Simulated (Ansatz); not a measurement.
SeBr:
```xyz
8
Lattice="0.0000 3.3090 -2.5708 0.0000 3.3090 2.5708 14.5641 0.0000 0.0000" Properties=species:S:1:pos:R:3 pbc="T T T"
Br     2.4418     0.4141    -0.0144
Br    12.1223     6.2038    -0.0144
Br     4.8403     3.7231    -0.0144
Br     9.7238     2.8948    -0.0144
Se     0.7381     4.1611    -0.9492
Se    13.8260     2.4569    -0.9492
Se     6.5440     4.1611     1.6216
Se     8.0201     2.4569     1.6216
```

DFT-r²SCAN+D4 in the program Ansatz with PAW potentials gives a gap of 1.62 eV without spin–orbit coupling, maximum off the standard path, at k = (0.208, -0.214, 0.219), minimum at Γ.

Problem. What happens when spin–orbit coupling is switched on?

Solution. The gap shrinks by 0.03 eV, to 1.59 eV; maximum off the standard path, at k = (0.198, -0.198, 0.167), minimum on the Γ–Z line, 29 % of the way from Γ.

Space group Aea2. The workflow started from an entry of the Crystallography Open Database (COD), which files this formula under 2 space groups. Its standing as an ambient phase is unchecked. Symmetry was held in the r²SCAN+D4 relaxation; whether a distortion lowers the energy is not shown.

Potentials: the later of the program's two PAW sets.
